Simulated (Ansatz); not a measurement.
# FeNi: strain energy, fitted

FeNi, P4/mmm, a = 2.468 Å, c = 3.533 Å. The structure is a Materials Project entry; whether it is the stable form wasn't checked. Ansatz: PBEsol, PAW, 420 eV, Γ-centred 16×16×12 mesh on 2 atoms, Gaussian smearing 0.10 eV; collinear spin, largest moment 2.5 μB. Series: biaxial strain in the a-b plane, c and atoms relaxed; x is the strain in per cent. y is the free energy over the unstrained cell, V0 = 10.761 Å³/atom.

```
x (%) y (meV/atom)
 -3.0             ?
 -2.0          8.28
 -1.0          1.94
  0.0          0.00
  1.0          1.81
  2.0          7.22
  3.0         15.81
```

**Question.** Fit y = c2 x² + c3 x³ to the other rows, turn c2 into a modulus, and predict the missing energy.

**Answer.** Least squares on the rows shown. y = 1.9395 x² − 0.061753 x³. In eV per unit strain² c2 is 19.39; M is the biaxial modulus (E = M V0 ε²): 19.39 × 160.2 / (10.761) = 289 GPa. At x = -3.0 the fit asked for gives 19.12 meV/atom. The run gave 19.60 meV/atom, so the fit is 0.48 meV/atom too low, 2.4 % of the span of the series, against an rms of 0.05 meV/atom on the fitted rows. The row lies outside the fitted range. With a term in x⁴ added, a fit to the same known rows predicts 19.46 meV/atom, so most of the miss is curvature that the known rows already hold.

Only parallel moments were tried here.